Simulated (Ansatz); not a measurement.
Input file for Ansatz (a program for electronic structure):

Ansatz 0.2 input:
```yaml
crystal:
  lattice:
    - [-2.0954868544, 2.0954868544, 3.9535897821]
    - [2.0954868544, -2.0954868544, 3.9535897821]
    - [2.0954868544, 2.0954868544, -3.9535897821]
  atoms:
    - { symbol: Mo, position: [0.9892138172, 0.4892138172, 0.5] }
    - { symbol: Mo, position: [0.2392138172, 0.2392138172, 0.0] }
    - { symbol: Mo, position: [0.7607861828, 0.7607861828, 0.0] }
    - { symbol: Mo, position: [0.5107861828, 0.0107861828, 0.5] }
    - { symbol: N, position: [0.25, 0.75, 0.5] }
    - { symbol: N, position: [0.5, 0.5, 0.0] }
kpoints:
  mp_grid: { grid: [14, 14, 14] }
hamiltonian:
  xc: lda
  pseudopotentials: { azcp: { folder: ./paw }, kind: paw }
scf:
  occupations: { method: fermi_dirac, width: 0.1 }
phonons:
  method: dfpt
  response_accuracy: low
  eigenvectors: true
  rigid_motions: translations
```

Output (shortened):

```
Pseudopotential: Mo, paw, valence charge 14
Pseudopotential: N, paw, valence charge 5
Functional definition: SPW92
Crystal: 6 atoms, lattice volume = 69.442 Å³
Basis set: ecut = 420 eV, 1345 PW (Γ), exchange–correlation on 72×72×72 points (8 copies of the dense FFT grid, shifted against one another)
Bands: 40, of which v1, the nominal top of the filled ones, is band 33 counted from 1 (32 counted from 0)
Symmetry: 16 space group operations
k-points: 428 of 2744 (irreducible under 4 space group operations, time reversal used)
SCF iter   1: F=—  HF=-20125.707907 eV  |F-HF|=—  |Δ(HF+E_count)|=         —  Δρ=1.23e-1  dr2=1.16e1  ethr=3.10e-3  ⟨swp⟩=5.1  Hψ=59326  notcnv=0
preconditioner: auto → Kerker (q_TF=auto, 2.705 Å⁻¹)
SCF iter   2: F=—  HF=-20122.867368 eV  |F-HF|=—  |Δ(HF+E_count)|=    2.84e0  Δρ=5.73e-2  dr2=2.37e0  ethr=3.10e-3  ⟨swp⟩=2.3  Hψ=32125  notcnv=0
SCF iter   3: F=—  HF=-20122.083642 eV  |F-HF|=—  |Δ(HF+E_count)|=   7.84e-1  Δρ=1.22e-2  dr2=8.68e-2  ethr=3.10e-3  ⟨swp⟩=2.3  Hψ=27192  notcnv=0
SCF iter   4: F=—  HF=-20122.065367 eV  |F-HF|=—  |Δ(HF+E_count)|=   1.83e-2  Δρ=2.04e-3  dr2=3.84e-3  ethr=1.31e-4  ⟨swp⟩=2.0  Hψ=24580  notcnv=0
SCF iter   5: F=—  HF=-20122.064163 eV  |F-HF|=—  |Δ(HF+E_count)|=   1.20e-3  Δρ=5.56e-4  dr2=3.36e-4  ethr=5.82e-6  ⟨swp⟩=2.2  Hψ=23891  notcnv=0
SCF iter   6: F=—  HF=-20122.064068 eV  |F-HF|=—  |Δ(HF+E_count)|=   9.50e-5  Δρ=8.15e-5  dr2=2.74e-6  ethr=5.10e-7  ⟨swp⟩=2.0  Hψ=23765  notcnv=0
SCF iter   7: F=—  HF=-20122.064068 eV  |F-HF|=—  |Δ(HF+E_count)|=   5.25e-7  Δρ=2.35e-5  dr2=4.07e-7  ethr=4.15e-9  ⟨swp⟩=2.0  Hψ=32162  notcnv=0
SCF iter   8: F=—  HF=-20122.064068 eV  |F-HF|=—  |Δ(HF+E_count)|=   8.74e-8  Δρ=2.94e-6  dr2=4.21e-9  ethr=6.16e-10  ⟨swp⟩=2.0  Hψ=24087  notcnv=0
SCF iter  10: F=-20122.064068 eV  HF=-20122.064068 eV  |F-HF|=0.00e0  |Δ(HF+E_count)|=  8.73e-11  Δρ=1.08e-7  dr2=8.73e-12  ethr=1.00e-12  ⟨swp⟩=5.0  Hψ=78851  notcnv=0
the search or the solves at the SCF's close seem to have found levels that the self-consistency loop had missed (the run counts 2) …
SCF 1 converged in 10 iterations: F = -20122.064068 eV  dr2 = 8.73e-12
DFPT response loops at Γ: preconditioner auto → Kerker (q_TF=auto, 2.705 Å⁻¹) (partly filled bands, converged f_vac=0.000) …
SCF converged after 10 iterations
Free energy (F): -20122.064068 eV
Harris-Foulkes:  -20122.064068 eV  (|F-HF|=0.00e0)
Internal energy: -20121.935877 eV  (E = F + TS)
E sigma→0 (E₀):  -20121.999973 eV
Entropy (-TS):   -0.128191 eV (-21.365 meV/atom)
Fermi energy:    21.565045 eV
--- Per-component energies (eV) ---
  E_band       = -121.196913
  E_kinetic    = 1959.713769
  E_local      = -3234.465318  (includes V_loc(G=0)·N_el)
  E_nonlocal   = 685.798511
  E_hartree    = 1097.594183
  E_xc         = -822.550683
  E_vxc        = -1032.626073  (∫ρ·V_xc dr)
  E_paw        = -12637.341206  (= ΣΔE_a)
  E_vpaw       = -694.808157  (= ΣTr[D̂ρ^β])
  E_aug_tail   = 0.001972  (compensation charges beyond the density's cutoff)
  E_ewald      = -7172.738455
  E_core_change = 2.051350  (= ΣΔE_core)
  E_smearing   = -0.128191  (= −TS)
  E_closure    = 0.000000  (closes the sum)
  Σ components = -20122.064068   (vs F -20122.064068, Δ=0.00e0)
  [band-id]    e_kinetic+e_local+e_nonlocal+2·e_hartree+e_vxc+e_vpaw+e_augmentation_tail = -121.196931   (vs E_band -121.196913, Δ=-1.80e-5)
--- Band table (eV; the first three rows and the last of 428) ---
  k-point 0: bands = ["-40.0481", "-39.8250", "-39.8147", "-39.7774", "-14.7019", "-14.4172", "-14.4172", "-14.4135", "-14.4135", "-14.1460", "-14.1276", "-13.9717", "-13.9717", "-13.6654", "-13.4655", "-13.4655", "3.9729", "4.5244", "14.4745", "15.4988", …
  k-point 1: bands = ["-40.0425", "-39.8272", "-39.8171", "-39.7784", "-14.6891", "-14.4641", "-14.4592", "-14.3976", "-14.3900", "-14.1322", "-14.1085", "-13.9587", "-13.9511", "-13.6762", "-13.4917", "-13.4668", "4.0495", "4.5883", "14.4140", "15.1289", …
  k-point 2: bands = ["-40.0263", "-39.8331", "-39.8238", "-39.7820", "-14.6503", "-14.5669", "-14.5532", "-14.3436", "-14.3254", "-14.1687", "-14.0487", "-13.9205", "-13.8921", "-13.7077", "-13.5590", "-13.4708", "4.2692", "4.7708", "14.2396", "14.5404", …
  k-point 427: bands = ["-39.9193", "-39.9193", "-39.8148", "-39.8148", "-14.7132", "-14.7132", "-14.2409", "-14.2409", "-14.1802", "-14.1802", "-14.0885", "-14.0885", "-13.8080", "-13.8080", "-13.5547", "-13.5547", "4.3098", "4.3098", "14.8089", "14.8089", …
--- Phonons (Γ-DFPT): 5 representative perturbations + reference, on 428 of 2744 k-points (Σ response iterations 15) ---
  ASR residual: 1.029e-3 → 0.000e0 eV/Å²; symmetrization residual: 2.152e-5 eV/Å²
  ASR residual per site (eV/Å²): 1.03e-3 1.03e-3 1.03e-3 1.03e-3 6.65e-5 6.65e-5
  Γ frequencies (cm⁻¹): -23.70 0.00 0.00 0.00 122.84 122.84 173.81 173.81 180.44 180.44 221.71 229.66 418.17 418.17 436.74 436.74 617.73 653.77
  non-analytic LO–TO correction: not included (Born effective charges unavailable; polar crystals: no LO–TO splitting at Γ)
```

Cost: around 7 core-minutes (rough) on shared cores.

Space group I4_1/amd (anti-anatase). The first step of the workflow began from a Materials Project structure, measured or hypothetical; the Crystallography Open Database files this formula in space group No. 141, but the cells were not matched. Whether it is the stable phase at ambient conditions was not checked. The LDA relaxation kept the symmetry of its start; phonons show weakly imaginary modes. No spin polarisation was allowed. As this level gives no gap, phonon frequencies hold no LO–TO term and depend on the k-mesh and smearing (Fermi–Dirac, 0.1 eV here). Spin–orbit coupling is left out wherever it is not named.

Potentials: the earlier of the program's two PAW sets. The files were generated under PBE; for other functionals the program regenerates the frozen cores, and for LDA and PBEsol the local potential too.

Ansatz is a plane-wave DFT program.
